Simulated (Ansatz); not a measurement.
Sn (diamond)

```
Sn
1.0
    0.00000     3.27002     3.27002
    3.27002     0.00000     3.27002
    3.27002     3.27002     0.00000
Sn
2
Direct
  0.50000   0.50000   0.50000
  0.75000   0.75000   0.75000
```

E(V) scan at fixed shape, V₀ the volume above. Symmetry pins the atoms to their sites.

These are PBEsol (plane waves to 420 eV, PAW, scalar-relativistic; Ansatz, a first-principles code) values and carry that method's errors. k mesh 12×12×12 (Γ-centred), Fermi-Dirac smearing 0.05 eV. Energies are smeared free energies. Stress and pressure are positive under compression. Sn was relaxed with its symmetry unable to fall. The zero of ΔE is the relaxed starting cell. The last digit holds for this mesh only.

```
V (Å³/atom)  ΔE (meV/atom)
-----------  -------------
29.372               162.9
30.304               106.5
31.237                64.3
32.169                34.2
33.102                14.4
34.034                 3.4
34.967                 0.0
35.899                 3.0
36.831                11.5
37.764                24.8
38.696                42.1
39.629                62.9
40.561            withheld
```

Fit a third-order Birch-Murnaghan form (E₀, V₀, B₀, B₀′ free) to the given rows and predict ΔE at V = 40.561.

Least squares on the 12 given rows: ΔE = E₀ + (9V₀B₀/16)·y²·[2 + (B₀′ − 4)y], y = (V₀/V)^(2/3) − 1, with V₀ = 34.973 Å³/atom, B₀ = 41.46 GPa (160.2 GPa = 1 eV/Å³; the term in eV is multiplied by 1000), B₀′ = 4.82, E₀ = -0.02 meV/atom; root-mean-square residual 0.02 meV/atom. At 40.561 the fit gives 86.6 meV/atom; the calculation gives 86.6 meV/atom, the same to the digits shown. For the pressure the fit gives -4.3 GPa against the computed -4.3 GPa.

(Under strain, the slope of the energy per volume gives the stress and its curvature an elastic modulus.)
